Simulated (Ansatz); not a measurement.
Relaxed NiO (rock salt):

```xyz
2
Lattice="0.0000 2.1087 2.1087 2.1087 0.0000 2.1087 2.1087 2.1087 0.0000" Properties=species:S:1:pos:R:3 pbc="T T T"
O      0.0000     0.0000     0.0000
Ni     2.1087     2.1087     2.1087
```

In this cell atom 1 (O, nearest neighbour Ni at 2.109 Å; its periodic images, 3.0 Å or more away, move with it) is moved by s along Cartesian [111], unit vector (0.577, 0.577, 0.577); all other atoms and the cell stay fixed.

These are PBE (plane waves to 420 eV, PAW, scalar-relativistic; Ansatz, a program for electronic structure) values and carry that method's errors. k mesh 15×15×15 (Γ-centred), Fermi-Dirac smearing 0.05 eV. The energy includes the smearing's −TS. With partly filled bands, energies and forces of such displacements shift with the k mesh and the smearing. NiO is run spin-polarised and with no Hubbard U; the real compound is an antiferromagnetic insulator, a state that this run doesn't describe. NiO was relaxed with its symmetry unable to fall. Relaxed NiO ends ferromagnetic. The PAW data are Ansatz's earlier set. Other magnetic orders were not checked, so this need not be the ground state. The zero of ΔE is the undisplaced structure. The last digit holds for this mesh only.

| s (Å) | ΔE (meV/cell) |
|---|---|
| -0.210 | withheld |
| -0.168 | 16.85 |
| -0.126 | 9.98 |
| -0.084 | 4.78 |
| -0.042 | 1.26 |
| 0.000 | 0.00 |
| 0.042 | 1.26 |
| 0.084 | 4.78 |
| 0.126 | 9.98 |
| 0.168 | 16.85 |
| 0.210 | withheld |

Problem. Fit an even polynomial form (powers 2, 4, 6) to the given rows and predict ΔE at s = 0.210.

Solution. Least squares on the 9 given rows: ΔE = (731.5)·s² + (-8677)·s⁴ + (138600)·s⁶, in meV/cell with s in Å; root-mean-square residual 0.002 meV/cell. At 0.210 the fit gives 27.27 meV/cell; the calculation gives 27.11 meV/cell, so the extrapolation is off by 0.16 (+0.6 %). The quadratic term alone would give 32.26 meV/cell.

(A displaced cell: forces are minus the slopes of the energy, force constants its curvatures, and phonons follow from these.)
